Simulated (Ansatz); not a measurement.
The start is a generated cell, Mo placed in the AFLOW prototype A_mP4_4_2a (as in Te). Cell shape, volume and atoms are optimised at zero target pressure with r2SCAN (plane waves to 500 eV, PAW, scalar-relativistic; Ansatz, a quantum-chemistry and plane-wave program). First-step values are on the input's coarse k-mesh.

Ansatz input (later rounds restart from its end on a renewed k-mesh):
Ansatz 0.2 input:
```yaml
crystal:
  lattice:
    - [2.56423, 0, 0]
    - [0, 6.2065271, 0]
    - [-0.1859204, 0, 3.9278623]
  atoms:
    - { symbol: Mo, position: [0.25, 0.73, 0.48] }
    - { symbol: Mo, position: [0.75, 0.23, 0.52] }
    - { symbol: Mo, position: [0.48, 0.5, 0.02] }
    - { symbol: Mo, position: [0.52, 0, 0.98] }
basis: { ecutwfc: 500, ecutrho_ratio: 4, xc_grid: 4, fft_grid_basis: typed }
kpoints: { mp_grid: { grid: [13, 5, 8] } }
hamiltonian:
  xc: r2scan
  dispersion: none
  pseudopotentials: { kind: paw }
scf: { occupations: { method: fermi_dirac, width: 0.05 } }
relax: { f_tol: 0.01, max_steps: 100, cell: { stress_tol: 0.02 } }
output: { forces: true, stress: true }
```

* **Initial pressure**: +14.8 GPa (positive: the cell is compressed)
* **Outcome**: The space group goes from P2₁ (No. 4) to Pmma (No. 51), with 4 atoms in the primitive cell
* **Energy released**: 0.38 eV/atom
* **Volume change**: +1.7 %, from 15.63 to 15.89 Å³/atom
* **Band gap at the end**: no gap (metallic)
* **Optimiser moves**: 13

Final structure:

Space group Pmma (No. 51); a = 5.351 Å, b = 4.474 Å, c = 2.654 Å, α = β = γ = 90.00°

```csv
atom,site,symmetry,x,y,z
Mo,2e,mm2,0.7500,0.0000,0.1823
Mo,2d,.2/m.,0.5000,0.5000,0.5000
```

Final values are on a 9×11×17 k-mesh of the relaxed cell. No spin polarisation in the result.

The run could not lose the symmetry of its start: the end is stationary, and may be a saddle point rather than a minimum.

The relaxed structure here is a generated cell of Mo: the first start was made by placing the elements on the sites of a structure type, and the end was not matched to a known phase here, so it may be hypothetical. Known forms of Mo include space group No. 229.
